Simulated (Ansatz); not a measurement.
WI2O2:
Space group I4/mmm (No. 139); a = b = 3.789 Å, c = 17.168 Å, α = β = γ = 90.00°

```json
[
 {"atom": "W", "site": "2a", "symmetry": "4/mmm", "x": "0.0000", "y": "0.0000", "z": "0.0000"},
 {"atom": "I", "site": "4e", "symmetry": "4mm", "x": "0.0000", "y": "0.0000", "z": "0.1574"},
 {"atom": "O", "site": "4c", "symmetry": "mmm.", "x": "0.0000", "y": "0.5000", "z": "0.0000"}
]
```
(The calculation used a cell of 5 atoms; values per cell refer to that cell.)

This is the r²SCAN+D4-relaxed structure.

Q: All from the program Ansatz at the r²SCAN+D4 level (PAW), unless another level is named. Give the electronic character.

A: metallic (no gap).

Q: And the density of states at the Fermi level?

A: 0.18 states/eV per atom (mean over ±0.08 eV).

Q: Predict the formation energy from the elements (no fitted shifts).

A: -1.33 eV/atom.

The workflow started from an entry of the Crystallography Open Database (COD); the relaxed space group is not among those it files for this formula. COD files the formula under space group No. 71. Whether it is the stable phase at ambient conditions was not checked. Symmetry was held in the r²SCAN+D4 relaxation; whether a distortion lowers the energy is not shown. The run is not spin-polarised. No Hubbard U is applied. The references are the lowest solids computed at this level, not always the standard phases (solids in place of the gases). Scalar-relativistic: spin–orbit coupling is off unless named, which matters more the heavier the elements.

Potentials: the later of the program's two PAW sets.
